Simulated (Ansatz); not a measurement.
## Two inputs for Cs₃Sc₂I₉

Cell: a computed structure from the Materials Project (it need not be an observed phase).

Space group P6_3/mmc (No. 194); a = 8.5066, c = 21.3701 Å, γ = 120.00°.

```
site  Wyckoff  site symmetry       x       y       z
 Cs1       4f            3m.  0.3333  0.6667  0.0695
 Cs5       2b           -6m2  0.0000  0.0000  0.2500
  Sc       4f            3m.  0.3333  0.6667  0.6586
 I11      12k            .m.  0.1703  0.3406  0.5896
 I23       6h            mm2  0.5104  0.0208  0.2500
```

One atom of each set is listed.

Reference run. Computed with Ansatz: DFT, PBE, plane waves and PAW, scalar-relativistic, 420 eV cutoff, Γ-centred 4×4×2 k-points, Fermi–Dirac smearing 0.02 eV.

Q: The input is changed as follows: `kpoints.mp_grid.grid`: [4, 4, 2] → [3, 3, 1]; `basis.ecutwfc`: not typed → 350 eV. What happens to V_zz (10²¹ V/m²) and η?

A: 

| site | V_zz reference | η reference | V_zz changed | η changed |
| --- | --- | --- | --- | --- |
| Cs1 | 1.58 | 0.00 | 1.57 | 0.00 |
| Cs5 | -1.00 | 0.00 | -1.01 | 0.00 |
| Sc | 0.44 | 0.00 | 0.45 | 0.00 |
| I11 | 15.36 | 0.00 | 15.36 | 0.00 |
| I23 | -20.2 | 0.47 | -20.2 | 0.47 |

No V_zz moves by more than 0.02. SCF iterations: 8 and 8. New warnings: cutoff below recommended. In the changed run the cutoff of 350 eV lies below the one recommended for these PAW files and the k-mesh is coarser than the standard one, yet the gradients stay close to the reference.

On the reference run: Without spin–orbit coupling the gradients at and beside I can be off by some per cent, at some sites by more.
